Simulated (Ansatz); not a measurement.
All numbers below come from DFT PBE, scalar-relativistic, plane waves, PAW (Ansatz). Settings: cutoff 420 eV, Γ-centred meshes spaced at most about 0.3 Å⁻¹, and about 0.25 Å⁻¹ or finer for metals (2π included), Gaussian smearing. No spin polarisation in the final relaxations.

These are static total energies at zero pressure.

Compare these two cells of Zn2N, each relaxed at this level.

A.

```
CELL_PARAMETERS angstrom
3.44968 0.00000 0.00000
-1.72484 2.98751 0.00000
0.00000 0.00000 8.19201
ATOMIC_POSITIONS crystal
Zn 0.66667 0.33333 0.00000
Zn 0.66667 0.33333 0.50000
Zn 0.00000 0.00000 0.72171
Zn 0.00000 0.00000 0.27829
N 0.66667 0.33333 0.77358
N 0.66667 0.33333 0.22642
```

B.

```
CELL_PARAMETERS angstrom
3.51004 0.00000 0.00000
-1.75502 3.03978 0.00000
0.00000 0.00000 3.99770
ATOMIC_POSITIONS crystal
Zn 0.00000 0.00000 0.50000
Zn 0.33333 0.66667 0.00000
N 0.00000 0.00000 0.00000
```

Question: Which would you expect to be lower, and how large is the difference?

Answer: A is lower, by 45 meV/atom. The two are nearly one structure: a small distortion parts them. A has space group P-6m2 (No. 187), 14.1 Å³/atom and no gap on its mesh; B has space group P-6m2 (No. 187), 14.2 Å³/atom and no gap. Even the lower one lies +0.24 eV/atom against the reference forms of the elements (uncorrected), so neither is stable at this level. In A, around Zn on a site of symmetry -6m2 lie 2 N at 1.85 Å; Zn on a second site of symmetry -6m2 has 2 N at 2.24 Å and 6 Zn at 2.70 Å; N is surrounded by 1 Zn at 1.85 Å, 3 Zn at 2.04 Å and 1 Zn at 2.24 Å; 1 more site not described. In B, around Zn on its first site lie 2 N at 2.00 Å; around Zn on its second site lie 3 N at 2.03 Å; around N lie 5 Zn at 2.00–2.03 Å. Both come from invented guesses.

In P-6m2 at 14.2 Å³/atom an odd number of electrons in the primitive cell allows no gap without spin; a larger cell or a magnetic state could open one. Cells relaxed within their symmetry can be saddle points. The P-6m2 cell of Zn2N came from shaking the P-6m2 one.
